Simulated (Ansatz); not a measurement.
TiO$_{2}$ (rutile)

```
CELL_PARAMETERS angstrom
      4.64340     0.00000     0.00000
      0.00000     4.64340     0.00000
      0.00000     0.00000     2.96385
ATOMIC_POSITIONS crystal
  Ti 0.00000 0.00000 0.00000
  Ti 0.50000 0.50000 0.50000
  O  0.30513 0.30513 0.00000
  O  0.80513 0.19487 0.50000
  O  0.19487 0.80513 0.50000
  O  0.69487 0.69487 0.00000
```

E(V) scan at fixed shape, V₀ the volume above. The atoms relax within the cell's symmetry.

All values below come from PBE (plane waves to 420 eV, PAW, scalar-relativistic; Ansatz, a first-principles code). k mesh 8×8×12 (Γ-centred), Fermi-Dirac smearing 0.05 eV. Compression counts positive. TiO2 is run without spin polarisation. TiO2 was relaxed with its symmetry unable to fall.

At one point of the scan the stress tensor (GPa) is:

```
    7.8      0.0      0.0
    0.0      7.8      0.0
    0.0      0.0     10.1
```

Q: Which point is it?
(A) V/V₀ = 0.988
(B) V/V₀ = 0.976
(C) V/V₀ = 0.940
(D) V/V₀ = 0.964

A: D, V/V₀ = 0.964

(A scan under strain: stresses follow from slopes of the energy per volume, elastic moduli from its curvatures.)
